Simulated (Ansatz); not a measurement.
Sn3Te2Se in space group P-3m1 (No. 164; Sn on 1b, Sn on 2d, Te on 2d, Se on 1a) under volume change, plane-wave PAW r²SCAN (Ansatz code), shape and atoms relaxed at each volume.

```
V (Å³/atom)  E − E(relaxed) (meV/atom)  P (GPa)
-----------  -------------------------  -------
27.782                            42.4     5.39
28.698                            17.8     3.29
29.614                             4.2     1.51
30.529                             0.0     0.00
31.445                             3.8    -1.29
32.361                            14.3    -2.39
33.277                            30.8    -3.33
```

**Question.** What does a third-order Birch–Murnaghan fit give for V₀, B₀ and B′?

**Answer.** V₀ = 30.53 Å³/atom, B₀ = 46.5 GPa, B′ = 4.3.

The first step of the workflow began from a Materials Project structure, measured or hypothetical; the Crystallography Open Database copy checked does not list it. Its standing as an ambient phase is unchecked. Symmetry was held in the r²SCAN relaxation; whether a distortion lowers the energy is not shown. Spin–orbit coupling is left out wherever it is not named.

Potentials: the later of the program's two PAW sets.
